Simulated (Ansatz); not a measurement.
CuAu3 (Cu3Au type, Pm-3m) at seven volumes, plane-wave PAW r²SCAN (Ansatz code), scaled uniformly. One row is withheld.

```csv
V (Å³/atom),P (GPa)
14.681,18.80
15.165,?
15.649,5.11
16.133,0.00
16.617,-4.21
17.101,-7.66
17.585,-10.47
```

Q: Fit the shown pressures and predict the withheld one.

A: Third-order Birch–Murnaghan: P = (3/2)B₀(x^(7/2) − x^(5/2))[1 + (3/4)(B′ − 4)(x − 1)] with x = (V₀/V)^(2/3). Least squares on the six rows gives V₀ = 16.133 Å³/atom, B₀ = 154.0 GPa, B′ = 5.48. At V = 15.165, x = 1.0421 and P = 11.29 GPa. The run itself gave 11.28 GPa.

The workflow started from an entry of the Crystallography Open Database (COD). Whether it is the stable phase at ambient conditions was not checked. The r²SCAN relaxation kept the symmetry of its start; whether a distortion lowers the energy is not shown. No spin polarisation was allowed. Spin–orbit coupling is left out wherever it is not named.

Potentials: the later of the program's two PAW sets.
